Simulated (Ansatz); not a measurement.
Relaxed bulk W:

Space group Im-3m (No. 229). a = 3.154 Å, b = 3.154 Å, c = 3.154 Å, α = 90.00°, β = 90.00°, γ = 90.00°
```csv
atom,site,symmetry,x,y,z
W,2a,m-3m,0.0000,0.0000,0.0000
```

Miller indices refer to the conventional cell of Im-3m (No. 229), a = 3.154 Å, b = 3.154 Å, c = 3.154 Å, α = 90.00°, β = 90.00°, γ = 90.00°.

Consider the (100) slab of 7 planes, 9.5 Å thick with 15 Å of vacuum as cut; outer planes W (top) and W (bottom), all atoms relaxed.

Computed with DFT PBEsol, scalar-relativistic, plane waves, PAW (Ansatz). Cutoff 420 eV; k points 11×11×1 on the computed 7-atom cell (Γ-centred); Gaussian smearing, width 0.10 eV; no spin polarisation. A dipole correction removes the field between periodic images along c.

(1) Give the surface energy (mean of both faces).

(2) Give the work function.

(3) The top two planes lie 1.577 Å apart in the bulk. How does relaxation change this?

Spin-orbit coupling is left out, which matters for the bands of heavy elements.

Results:

(1) 4.33 J/m².

(2) 4.21 eV.

(3) The spacing becomes 1.404 Å (-11.0 %).